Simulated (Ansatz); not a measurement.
Relaxation of a relaxed La cell displaced along its unstable phonon at q = (½, ½, 0) of its primitive reciprocal cell (46i cm⁻¹), largest move 0.15 Å; 4 atoms in the cell, which starts as P2₁2₁2 (No. 18), oP4; a = 6.134 Å, b = 6.134 Å, c = 3.603 Å, α = 90.00°, β = 90.00°, γ = 90.00°. Computed with PBEsol (plane waves to 420 eV, PAW, scalar-relativistic; Ansatz, a program for electronic structure). Γ-centred k-mesh 8×8×9 on the run's cell (coarser than for final values), Fermi–Dirac smearing 0.05 eV. This is the first round of the run. 

The optimiser's lines from the output (shortened; P is positive under compression):

```
relax step   1: F+E_penalty+E_count = -24645.61867645 eV  Δ(F+E_penalty+E_count) = +0.000e0 eV  max|allowed force component| = 1.557e-1 eV/Å  Δτ_max = 0.0000 Å  P = +0.092 GPa  Ω = 135.553 Å³  (7 SCF iters, dr2 threshold 1.00e-7 eV, accepted)
relax step   2: F+E_penalty+E_count = -24645.68940183 eV  Δ(F+E_penalty+E_count) = -7.073e-2 eV  max|allowed force component| = 1.590e-1 eV/Å  Δτ_max = 0.1059 Å  P = +0.061 GPa  Ω = 136.270 Å³  (6 SCF iters, dr2 threshold 4.00e-7 eV, accepted)
relax step   3: F+E_penalty+E_count = -24645.74019935 eV  Δ(F+E_penalty+E_count) = -5.080e-2 eV  max|allowed force component| = 1.025e-1 eV/Å  Δτ_max = 0.0888 Å  P = +0.077 GPa  Ω = 136.698 Å³  (5 SCF iters, dr2 threshold 4.00e-7 eV, accepted)
relax step   4: F+E_penalty+E_count = -24645.72318656 eV  Δ(F+E_penalty+E_count) = +1.701e-2 eV  max|allowed force component| = 1.881e-1 eV/Å  Δτ_max = 0.1659 Å  P = -0.190 GPa  Ω = 138.661 Å³  (6 SCF iters, dr2 threshold 4.00e-7 eV, rejected (line search))
relax step   5: F+E_penalty+E_count = -24645.75834732 eV  Δ(F+E_penalty+E_count) = -1.815e-2 eV  max|allowed force component| = 2.661e-2 eV/Å  Δτ_max = 0.0587 Å  P = +0.019 GPa  Ω = 137.264 Å³  (9 SCF iters, accepted)
relax step   6: F+E_penalty+E_count = -24645.75928735 eV  Δ(F+E_penalty+E_count) = -9.400e-4 eV  max|allowed force component| = 4.430e-3 eV/Å  Δτ_max = 0.0227 Å  P = +0.024 GPa  Ω = 137.300 Å³  (5 SCF iters, dr2 threshold 4.43e-8 eV, accepted)
relax step   7: F+E_penalty+E_count = -24645.75954986 eV  Δ(F+E_penalty+E_count) = -2.625e-4 eV  max|allowed force component| = 3.073e-3 eV/Å  Δτ_max = 0.0189 Å  P = +0.009 GPa  Ω = 137.396 Å³  (5 SCF iters, dr2 threshold 1.36e-8 eV, accepted)
relax step   8: F+E_penalty+E_count = -24645.76060676 eV  Δ(F+E_penalty+E_count) = -1.057e-3 eV  max|allowed force component| = 1.847e-2 eV/Å  Δτ_max = 0.1953 Å  P = +0.045 GPa  Ω = 137.965 Å³  (7 SCF iters, dr2 threshold 2.88e-9 eV, accepted)
relax step   9: F+E_penalty+E_count = -24645.76033702 eV  Δ(F+E_penalty+E_count) = +2.697e-4 eV  max|allowed force component| = 3.858e-2 eV/Å  Δτ_max = 0.1970 Å  P = +0.152 GPa  Ω = 137.312 Å³  (7 SCF iters, dr2 threshold 4.00e-7 eV, rejected (line search))
relax step  10: F+E_penalty+E_count = -24645.76419570 eV  Δ(F+E_penalty+E_count) = -3.589e-3 eV  max|allowed force component| = 2.696e-2 eV/Å  Δτ_max = 0.0171 Å  P = +0.054 GPa  Ω = 137.352 Å³  (9 SCF iters, accepted)
relax step  11: F+E_penalty+E_count = -24645.76958684 eV  Δ(F+E_penalty+E_count) = -5.391e-3 eV  max|allowed force component| = 6.027e-3 eV/Å  Δτ_max = 0.0887 Å  P = +0.092 GPa  Ω = 137.521 Å³  (6 SCF iters, dr2 threshold 1.29e-7 eV, accepted)
relax step  12: F+E_penalty+E_count = -24645.77058234 eV  Δ(F+E_penalty+E_count) = -9.955e-4 eV  max|allowed force component| = 4.074e-3 eV/Å  Δτ_max = 0.0222 Å  P = -0.077 GPa  Ω = 138.409 Å³  (6 SCF iters, dr2 threshold 1.12e-7 eV, accepted)
relax step  13: F+E_penalty+E_count = -24645.77070319 eV  Δ(F+E_penalty+E_count) = -1.209e-4 eV  max|allowed force component| = 4.952e-3 eV/Å  Δτ_max = 0.0276 Å  P = +0.006 GPa  Ω = 137.980 Å³  (7 SCF iters, dr2 threshold 4.05e-8 eV, accepted)
relax step  14: F+E_penalty+E_count = -24645.77083696 eV  Δ(F+E_penalty+E_count) = -1.338e-4 eV  max|allowed force component| = 1.539e-3 eV/Å  Δτ_max = 0.0182 Å  P = +0.020 GPa  Ω = 137.892 Å³  (9 SCF iters, accepted)
relax step  15: F+E_penalty+E_count = -24645.77084746 eV  Δ(F+E_penalty+E_count) = -1.050e-5 eV  max|allowed force component| = 2.672e-4 eV/Å  Δτ_max = 0.0022 Å  P = +0.000 GPa  Ω = 137.999 Å³  (7 SCF iters, dr2 threshold 1.27e-9 eV, accepted)
relax step  16: F+E_penalty+E_count = -24645.77096327 eV  Δ(F+E_penalty+E_count) = -1.158e-4 eV  max|allowed force component| = 2.625e-4 eV/Å  Δτ_max = 0.0000 Å  P = +0.002 GPa  Ω = 137.999 Å³  stress off target by 4.34e-3 GPa  SCF on the basis re-selected at this cell (its energy is not comparable with the rows above)  (5 SCF iters)
```

From the first to the last row the energy changes by -0.04 eV/atom and the volume by +1.8 %. The last row is marked as not comparable with the walk above it, whose basis was carried along; it does compare with step 1, since both stand on a basis selected at the nominal cutoff for their own cell.

Steps 4, 9 were rejected by the optimiser.

Later rounds, restarted from the end of this one on a renewed k-mesh, logged 4 more steps and released under 0.01 eV/atom more. The final structure after all rounds: P6₃/mmc (No. 194), hP2, AFLOW prototype A_hP2_194_c (A3, as in Mg); a = b = 3.642 Å, c = 6.002 Å, α = β = 90.00°, γ = 120.00°. Between re-selections the logged energies stand on a plane-wave basis carried along with the cell. No spin polarisation in the result.

The run could not lose the symmetry of its start.

Of the parent cell (P4/nmm (No. 129)): it is a generated cell of La: the first start was made by placing the elements on the sites of a structure type, and the end was not matched to a known phase here, so it may be hypothetical. Known forms of La include space group No. 194.
